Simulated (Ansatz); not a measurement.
Trial structure of Si₂Ge₃, not yet relaxed:

```
CELL_PARAMETERS angstrom
4.55538 0.00000 0.00000
0.00000 4.55538 0.00000
0.00000 0.00000 8.65046
ATOMIC_POSITIONS crystal
Si 0.72424 0.27576 0.00000
Si 0.27576 0.72424 0.00000
Si 0.22424 0.22424 0.50000
Si 0.77576 0.77576 0.50000
Ge 0.00000 0.00000 0.70339
Ge 0.50000 0.50000 0.20339
Ge 0.50000 0.50000 0.79661
Ge 0.00000 0.00000 0.29661
Ge 0.00000 0.00000 0.00000
Ge 0.50000 0.50000 0.50000
```

Level of theory: DFT PBE, scalar-relativistic, plane waves, PAW in Ansatz. Plane waves to 420 eV, a k mesh through Γ of 4×4×2 on the computed 10-atom cell and Gaussian smearing (0.10 eV); no spin polarisation.

Formation energies are uncorrected and refer to the elements' standard structures at the same level.

Problem. How far from equilibrium is it?

Solution. The pressure is 47.8 GPa (the mean over three directions, positive in compression), the largest force is 14.90 eV/Å, and the energy is +2.17 eV/atom against the elements. The shortest distance is 1.78 Å.

Problem. How much does it gain on relaxing, and where does it end?

Solution. Relaxing gains about 1.4 eV/atom (the start's value is from the coarse mesh, so the gain is rough) in 12 ionic steps and ends at +0.79 eV/atom on the finer mesh. The symmetry stays P4_2/mnm (No. 136). The volume per atom grows by 38.7 %, from 18.0 to 24.9 Å³. The shortest distance goes from 1.78 Å (Si–Ge) to 2.32 Å (Si–Ge). Conventional cell: a = 5.139 Å, c = 9.430 Å. Around Si lie 3 Ge at 2.32–2.42 Å and 1 Si at 2.62 Å; Ge on a site of symmetry 2mm is surrounded by 2 Si at 2.42 Å and 1 Ge at 2.68 Å; around Ge on a site of symmetry mmm lie 2 Si at 2.32 Å and 2 Ge at 2.68 Å.

The last run used an 8×8×4 mesh (in the run's order of axes) for its 10-atom cell and Gaussian smearing of 0.10 eV. The relaxation can't lower the symmetry of the start. Symmetry constrained the relaxation, so the result can be a saddle point. Another cell of Si2Ge3 relaxed alike, in P-3m1, lies 0.45 eV/atom lower, so this cell isn't the stable form at this level.
